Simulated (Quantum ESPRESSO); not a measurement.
# One change at a time to Ga2Hf2MgYZr2

All numbers below are calculated, not measured. They come from Quantum ESPRESSO 7.5, a public plane-wave density functional program. Each row is one single-point run on a made-up periodic cell of eight metal atoms, with elements, volume, strain and displacements drawn at random and not relaxed, so a cell may be unstable or far from any real phase. There is no spin polarisation or spin-orbit coupling.

Settings: PBE unless stated; PseudoDojo standard norm-conserving files; Fermi-Dirac width 0.25 eV, which means electrons at about 2900 K; cutoff 1143 eV; 8 x 4 x 3 k mesh shifted half a step off Gamma. E is the free energy of the whole cell (internal energy minus TS), so a -TS column is already part of it. Stress is positive in tension, and the pressure P is minus a third of its trace.

Checks: one run of this series was repeated at a higher cutoff and on a denser mesh, which moved values by no more than 0.003 eV, 0.06 GPa and 0.007 eV/Å, and a second program with other atomic files agreed on it to 2 % rms in force and 0.5 GPa in pressure. Known limits: the tin pseudopotential is less sure than most, with forces differing by about three percent from a second method on plain tin; heavy elements are run without spin-orbit coupling, which real alloys of them have; a spin test at this wide smearing found no moment, but such smearing suppresses magnetism that the real alloy may have.

The lattice is face-centred cubic, and the cell vectors in Å are (0.004, -2.171, -2.166); (-0.099, 4.386, -4.376); (8.847, -0.107, 0.091), a volume of 168.04 Å³ in run 1. The elements on sites 1 to 8 are Hf Hf Y Ga Mg Zr Zr Ga. Each later run makes one change to run 1 and keeps the rest. E is counted from run 1, and is n/a where other atomic files have another zero of energy.

| run | change | V (Å³) | P (GPa) | -TS (eV) | rms force (eV/Å) | largest change of a force component (eV/Å) | E (eV) |
|---|---|---|---|---|---|---|---|
| 1 | none | 168.04 | 5.78 | -1.528 | 0.897 | 0.000 | 0.000 |
| 2 | sites 1 and 8 exchanged | 168.04 | 4.66 | -1.464 | 0.737 | 0.972 | -0.342 |
| 3 | all lengths scaled by +1.12 % | 173.75 | 2.93 | -1.580 | 0.839 | 0.176 | ? |
| 4 | LDA in place of PBE | 168.04 | -1.13 | -1.542 | 0.824 | 0.252 | n/a |
| 5 | Sn on site 3 | 168.04 | 3.39 | -1.456 | 0.827 | 0.772 | n/a |
| 6 | site 8 moved by +0.22 Å along y | 168.04 | 6.12 | -1.527 | 0.891 | 0.605 | 0.037 |

## Worked estimate

Along a uniform scaling dE = -P dV. The mean of the two pressures is 4.355 GPa and the volume changes by 5.71 Å³, with 160.2 GPa to one eV/Å³. The same two rows give -V dP/dV = 85 GPa for this cell with clamped atoms, which is not the bulk modulus of a real alloy.

## Withheld value

Question: what E should run 3 give?

The estimate is -0.155 eV. The calculation gave -0.154 eV.
